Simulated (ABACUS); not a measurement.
Input and output of a self-consistent single point for YSi2 (C2/c, 6 atoms in the cell; from Materials Project mp-12769, lattice scaled a little) (ABACUS).

All values come from this method and carry its errors: LDA (PW92), PseudoDojo 0.4 standard norm-conserving LDA (tails mended) pseudopotentials (plane waves; ABACUS 3.10.1).

```
YSi2
1.0
    2.77804    -2.77685     0.00000
    2.77804     2.77685     0.00000
   -2.67546     0.00000     7.23883
Y Si
2 4
Direct
  0.62554   0.37446   0.75000
  0.37446   0.62554   0.25000
  0.04299   0.79141   0.58513
  0.95701   0.20859   0.41487
  0.20859   0.95701   0.91487
  0.79141   0.04299   0.08513
```

Reference input (self-consistent single point, DFT, LDA (PW92), plane waves, PseudoDojo 0.4 standard norm-conserving LDA (tails mended) pseudopotentials): KPT = Gamma 8 8 4 0 0 0; basis_type = pw; dft_functional = PWLDA; ecutwfc = 72 Ry; smearing_method = fd; smearing_sigma = 0.00734986 Ry; potentials = PseudoDojo 0.4 standard norm-conserving LDA (tails mended); symmetry = 1; ks_solver = dav; scf_nmax = 100; scf_thr = 1.0e-09 Ry; mixing_type = pulay. This run's input differs from it in these lines:

```diff
@@ -50,3 +50,3 @@
 Gamma
-8 8 4 0 0 0
+2 2 1 0 0 0
```

Output, abridged:

```
 SELF-CONSISTENT
 -------------------------------------------
                                 init_chg = atomic

 PW ALGORITHM --------------- ION=   1  ELEC=   1--------------------------------

 Notice: Threshold on eigenvalues was too large.

 Density error is 0.130029638735
                          Error Threshold = 0.000339539235068
 E_KohnSham     -197.7423136926      -2690.4222019228
 E_Fermi        0.7920194369         10.7759772690

 PW ALGORITHM --------------- ION=   1  ELEC=   2--------------------------------

 Density error is 0.0246448746062
                          Error Threshold = 0.00034218325983
   [... lines left out ...]

 Density error is 4.36369548828e-09
                          Error Threshold = 1.36197318009e-10
 E_KohnSham     -197.7778505927      -2690.9057062532
 E_Fermi        0.8055407814         10.9599445986

 PW ALGORITHM --------------- ION=   1  ELEC=   8--------------------------------

 Density error is 4.35186322696e-10
                          Error Threshold = 1.14834091797e-11
 E_KohnSham     -197.7778505929      -2690.9057062559
 E_KS(sigma->0) -197.7731740431      -2690.8420785324
 E_entropy(-TS) -0.0093530995        -0.1272554471
 E_Fermi        0.8055431416         10.9599767106
 charge density convergence is achieved
 final etot is -2690.9057063 eV
 EFERMI = 10.959976711 eV

 STATE ENERGY(eV) AND OCCUPATIONS    NSPIN == 1
   [... 26 lines left out ...]

 TOTAL-FORCE (eV/Angstrom)
                        Y1         0.0000000000         0.2612801988         0.0000000000
                        Y2         0.0000000000        -0.2612801988         0.0000000000
                       Si1        -0.0403920679        -0.1075596129        -0.6021593106
                       Si2         0.0403920679         0.1075596129         0.6021593106
                       Si3         0.0403920679        -0.1075596129         0.6021593106
                       Si4        -0.0403920679         0.1075596129        -0.6021593106

 TOTAL-STRESS (KBAR)
        -8.2802209619        -0.0000000000       -48.6939114492
        -0.0000000000       -11.5530593945         0.0000000000
       -48.6939114492         0.0000000000       -37.5947152340
 TOTAL-PRESSURE: -19.142665 KBAR

 --------------------------------------------
 !FINAL_ETOT_IS -2690.9057062559127189 eV
 --------------------------------------------
```

The run converged in 8 iterations. Against the reference run the free energy goes up by 89.2 meV/atom, the pressure stays near -1.91 GPa while the zz stress (positive for compression) goes from -1.77 to -3.76 GPa and the largest force goes from 0.140 to 0.613 eV/Å.

This run is one point of a test of settings, so its values need not be converged; read them against the reference run alone. The structure comes from a collection of computed structures, made at another level of theory; the collection holds predicted forms beside known ones. Its lattice was then scaled. No clean gap shows at this smearing width and mesh (spacing up to 0.87 Å⁻¹); the mesh is coarse for partly filled bands, so the values carry mesh errors.

Cost on one core: around 28 core-seconds (rough).

“Tails mended”: in these copies of the files the far tail of each local potential was reset to the Coulomb form.
